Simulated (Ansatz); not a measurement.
**LuCd (Pm-3m) as a metal**

```yaml
crystal:
  lattice:
    - [3.60896, 0.00000, 0.00000]
    - [0.00000, 3.60896, 0.00000]
    - [0.00000, 0.00000, 3.60896]
  atoms:
    - { symbol: Lu, position: [0.50000, 0.50000, 0.50000] }
    - { symbol: Cd, position: [0.00000, 0.00000, 0.00000] }
```

Unless marked otherwise, the numbers come from PBEsol, all-electron LAPW in Ansatz 0.2.0, with spin-orbit coupling. k mesh 10×10×10, fine mesh 12×12×12, Fermi-Dirac smearing of 0.080 eV, basis error target 1 meV/atom. The cell was relaxed by PAW under this functional. The structure is one entry of a database and needn't be the stable phase.

Levels and slopes are solved on a 12×12×12 mesh, and each state is taken as quadratic over its cell.

What is the density of states at the Fermi level, and which bare Sommerfeld coefficient follows?

N(E_F) = 0.664 states/eV/atom (both spins), so γ = (π²/3) k_B² N(E_F) = 1.57 mJ/(mol-atom K²) without electron-phonon or spin-fluctuation enhancement.

What Drude plasma energy and σ/τ do the band velocities give?

(ħω_p,α)² = (e²/ε₀VN_k) Σ_nkσ (∂E/∂k_α)² δ(E − E_F) gives ħω_p = (4.51, 4.51, 4.51) eV along x, y, z, and σ/τ = ε₀ω_p² = 4.17×10²⁰ Ω⁻¹m⁻¹s⁻¹ along x. Weighted by the density of states, the mean Fermi speed is 0.498×10⁶ m/s; the surface has an area of 11.5 Å⁻² for each spin direction.

Which bands cross the Fermi level, and what do they carry?

```tsv
band	filled part	N (states/eV/cell)	speed (10⁶ m/s)	5th to 95th percentile	area (Å⁻²)	filling
1	0.97	0.175	0.354	0.18 to 0.54	2.14	nearly full
2	0.97	0.175	0.354	0.18 to 0.54	2.14	nearly full
3	0.53	0.473	0.556	0.27 to 0.74	9.13	partly filled
4	0.53	0.473	0.556	0.27 to 0.74	9.13	partly filled
5	0.00	0.0168	0.346	0.25 to 0.45	0.202	nearly empty
6	0.00	0.0168	0.346	0.25 to 0.45	0.202	nearly empty
```

Map the plane k₃ = 0 of the mesh: how many bands lie under the Fermi level at each point, counted from the least on the plane?

k₁ runs to the right and k₂ upwards, each from −½ to ½ with 0 in the middle (the axes needn't be at right angles):
```
444222222244
444422222444
224422222442
222222222222
222220002222
222220002222
222220002222
222222222222
224422222442
444422222444
444222222244
644222222244
```

What does PAW give for the same cell?

N(E_F) = 0.664 states/eV/atom and ħω_p,x = 4.51 eV.

And without spin-orbit coupling?

N(E_F) = 0.75 states/eV/atom and ħω_p,x = 4.70 eV, on a 16×16×16 mesh.

Known limits: these sums move with the mesh, by several per cent and more for small sheets; the frozen-core PAW files of the compared runs were fitted under PBE, their cores solved anew for this functional.
